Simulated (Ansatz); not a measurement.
Cu5Ni: zone-centre modes

These are results of DFT PBE, scalar-relativistic, plane waves, PAW (Ansatz), not measurements. Cutoff 420 eV, 16×16×4 k-points (Γ-centred), Fermi-Dirac smearing of 0.15 eV. No spin polarisation. Phonons by linear response, acoustic sum rule imposed.

Relaxed structure:
```
Cu Ni
1.0
     2.55615    0.00000    0.00000
     0.00000    2.55615    0.00000
     0.00000    0.00000   10.79592
Cu Ni
5 1
Cartesian
  1.2781 1.2781 9.0434
  0.0000 0.0000 7.2208
  1.2781 1.2781 5.3980
  0.0000 0.0000 3.5751
  1.2781 1.2781 1.7526
  0.0000 0.0000 0.0000
```

The structure comes from a generated guess, relaxed at this level; another structure or a mixture of phases may lie lower. In a metal, frequencies depend on the k mesh and the smearing, soft modes most.

(1) Is this structure stable against zone-centre distortions?

(2) List the optical modes at Γ (i marks imaginary ones).

Answers

(1) Yes, at Γ: no optical mode is imaginary. Strains and other wave vectors aren't tested by this run.

(2)
```csv
frequency (meV),degeneracy
11.0,2
11.5,2
16.2,1
16.7,1
18.8,2
19.0,2
22.8,2
27.1,1
27.6,1
31.6,1
```
